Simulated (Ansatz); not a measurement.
The relaxed structure here is a generated cell of Au: the first start was made by placing the elements on the sites of a structure type, and the end was not matched to a known phase here, so it may be hypothetical. Known forms of Au include space group No. 225.

One stationary structure of Au. Computed with PBEsol (plane waves to 420 eV, PAW, scalar-relativistic; Ansatz, an electronic-structure program).

```
CELL_PARAMETERS angstrom
      2.76998     0.00000     0.00000
     -1.38499     2.39887     0.00000
      0.00000     0.00000     2.75189
ATOMIC_POSITIONS crystal
  Au 0.00000 0.00000 0.00000
```

Task: Determine the symmetry and give the standard cell with its independent sites.

Result: Space group P6/mmm (No. 191); a = b = 2.770 Å, c = 2.752 Å, α = β = 90.00°, γ = 120.00°

| atom | site | symmetry | x | y | z |
|---|---|---|---|---|---|
| Au | 1a | 6/mmm | 0.0000 | 0.0000 | 0.0000 |

This is the AFLOW prototype A_hP1_191_a (A_f, as in Sn).

Task: Give the shortest distances between elements (the closest pairs, up to four, under 3.6 Å).

Result: Au–Au 2.75 Å.

The volume per atom comes out as 18.29 Å³ and the density is 17.89 g/cm³. The band gap is no gap (metallic).

No spin polarisation in the result.

The run could not lose the symmetry of its start, so the end can be a saddle point.

It was reached from a disturbed copy of a Pm-3m (No. 221) cell (simple cubic type), against which it lies -0.17 eV/atom.
